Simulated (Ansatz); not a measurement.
Relaxed Se (trigonal-Se type, space group P3_121):

```xyz
3
Lattice="4.0394 0.0000 0.0000 -2.0197 3.4982 0.0000 0.0000 0.0000 5.1207" Properties=species:S:1:pos:R:3 pbc="T T T"
Se     0.5022     0.8699     2.5603
Se     3.0350     0.0000     4.2672
Se    -1.5175     2.6284     0.8534
```

In each cell atom 3 (Se, nearest neighbour Se at 2.437 Å; its periodic images, 4.0 Å or more away, move with it) moves by s·(0.577, 0.577, 0.577) (along Cartesian [111]), the rest being held.

All values below come from PBEsol (plane waves to 420 eV, PAW, scalar-relativistic; Ansatz, a program for electronic structure). k mesh 8×8×5 (Γ-centred), Fermi-Dirac smearing 0.05 eV. The energy includes the smearing's −TS. As the smearing reaches across the gap at some points, energies and forces of such displacements shift with the k mesh and the smearing. Se was relaxed with its symmetry unable to fall. The zero of ΔE is the undisplaced structure. The last digit holds for this mesh only.

| s (Å) | ΔE (meV/cell) |
|---|---|
| -0.490 | 526.1 |
| -0.392 | 354.2 |
| -0.294 | 210.8 |
| -0.196 | 99.0 |
| -0.098 | 26.1 |
| 0.000 | 0.0 |
| 0.098 | 29.1 |
| 0.196 | withheld |
| 0.294 | 297.3 |
| 0.392 | 566.8 |
| 0.490 | 955.6 |

### Question
Fit a polynomial form (powers 2, 3, 4) to the given rows and predict ΔE at s = 0.196.

### Answer
Least squares on the 10 given rows: ΔE = (2853)·s² + (1808)·s³ + (963.1)·s⁴, in meV/cell with s in Å; root-mean-square residual 2.01 meV/cell. At 0.196 the fit gives 124.6 meV/cell; the calculation gives 123.8 meV/cell, so the interpolation is off by 0.8 (+0.6 %). The quadratic term alone would give 109.6 meV/cell.

(For displaced atoms, the force is minus the slope of the energy, and its curvature is a force constant, which sets phonon frequencies.)
